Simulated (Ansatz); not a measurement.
Consider the following.

Zr3Tl:
```yaml
crystal:
  lattice:
    - [4.47329, 0.00000, 0.00000]
    - [0.00000, 4.47329, 0.00000]
    - [0.00000, 0.00000, 4.47329]
  atoms:
    - { symbol: Zr, position: [0.00000, 0.50000, 0.50000] }
    - { symbol: Zr, position: [0.50000, 0.00000, 0.50000] }
    - { symbol: Zr, position: [0.50000, 0.50000, 0.00000] }
    - { symbol: Tl, position: [0.00000, 0.00000, 0.00000] }
```

This is the r²SCAN-relaxed structure.

Question: All from r²SCAN in the plane-wave PAW code Ansatz, unless another level is named. Estimate the formation energy from the elements (no fitted shifts).

Answer: -16 kJ/mol-atom.

Question: Next, the density of states at the Fermi level?

Answer: 0.76 states/eV per atom (mean over ±0.08 eV).

Space group Pm-3m (Cu3Au type). The workflow started from a Materials Project entry (that database holds measured and hypothetical structures alike); the Crystallography Open Database copy checked does not list it. With Zr and Tl taken as one species the cell has the higher symmetry Fm-3m, so it may be an ordered model of a mixed-site phase. Its standing as an ambient phase is unchecked. Symmetry was held in the r²SCAN relaxation; whether a distortion lowers the energy is not shown. The run is not spin-polarised. The references are the lowest solids computed at this level, not always the standard phases. Spin–orbit coupling is left out wherever it is not named.

Potentials: the later of the program's two PAW sets.
